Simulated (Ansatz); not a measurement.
CdS:
```
CdS
1.0
    4.19676     0.00000     0.00000
   -2.09838     3.63450     0.00000
    0.00000     0.00000     6.82931
Cd S
2 2
Direct
  0.66667   0.33333   0.50022
  0.33333   0.66667   0.00022
  0.66667   0.33333   0.87678
  0.33333   0.66667   0.37678
```

Relaxed with PBE. Special points in fractions of this cell's reciprocal vectors: Γ (0.000, 0.000, 0.000); M (0.500, 0.000, 0.000); K (0.333, 0.333, 0.000); A (0.000, 0.000, 0.500); L (0.500, 0.000, 0.500); H (0.333, 0.333, 0.500).

Task: List the band energies nearest the valence-band maximum at these points for the program Ansatz at the PBE level (PAW).

Result: In eV from the valence-band maximum; about four levels below and three above (degenerate sets whole), none deeper than 8.9 eV; points with the same levels are listed once.

```
k                        below                above
-  ---------------------------  -------------------
Γ  -0.69 -0.69 -0.04 0.00 0.00  1.11 2.74 6.47 6.47
M      -2.44 -1.72 -1.18 -0.69       3.62 3.88 5.12
K      -2.85 -1.70 -1.70 -1.51       4.75 4.92 4.92
A      -0.36 -0.36 -0.36 -0.36  2.75 2.75 6.11 6.11
L      -1.24 -1.24 -1.22 -1.22  3.45 3.45 5.35 5.35
H      -2.24 -2.24 -1.03 -1.03  4.30 4.30 6.10 6.10
```

Space group P6_3mc (wurtzite). The cell was relaxed with PBE under the symmetry of its start. Spin–orbit coupling is left out wherever it is not named.

Potentials: the earlier of the program's two PAW sets.
